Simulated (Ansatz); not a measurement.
This run works on a generated trial structure, not on a known crystal.

Input and command of a plane-wave DFT calculation in Ansatz:

```yaml
crystal:
  lattice:
    - [4.74489469, 0.0, 0.0]
    - [-2.37244734, 4.10919934, 0.0]
    - [0.0, 0.0, 6.85575882]
  atoms:
    - { symbol: K, position: [0.33333333, 0.66666667, 0.5] }
    - { symbol: K, position: [0.33333333, 0.66666667, 0.0] }
    - { symbol: Fe, position: [0.0, 0.0, 0.5], spin: 4.0 }
    - { symbol: O, position: [0.0, 0.0, 0.82137091] }
    - { symbol: O, position: [0.0, 0.0, 0.17862909] }
    - { symbol: O, position: [0.66666667, 0.33333333, 0.0] }
basis:
  ecutwfc: 420
kpoints:
  mp_grid: { grid: [3, 3, 2] }
hamiltonian:
  xc: pbe
scf:
  occupations: { method: gaussian, width: 0.15 }
  lower_state_search: "off"
output:
  forces: true
  stress: true
  eigenvalues: true
  populations: true
magnetization:
  spin_polarized: true
relax:
  adjacent_minimum: "off"
  f_tol: 0.08
  max_steps: 16
  cell: { stress_tol: 0.8 }
```

```bash
ansatz run input.yaml --threads 1 --pin off --max-ram 2560MiB --backend cpu --events-out ev --progress --plain --runs-dir out
```

Processor: Arm Neoverse N1, 1 thread, on a host shared with other jobs.

Task: How long does it run, and how much memory does it take?

Result: About 4 min, peak memory 0.42 GiB. It solves 34 bands at 6 k points (after reduction by symmetry) with about 3489 plane waves (on the last cell), in 236 SCF iterations over 13 ionic steps.
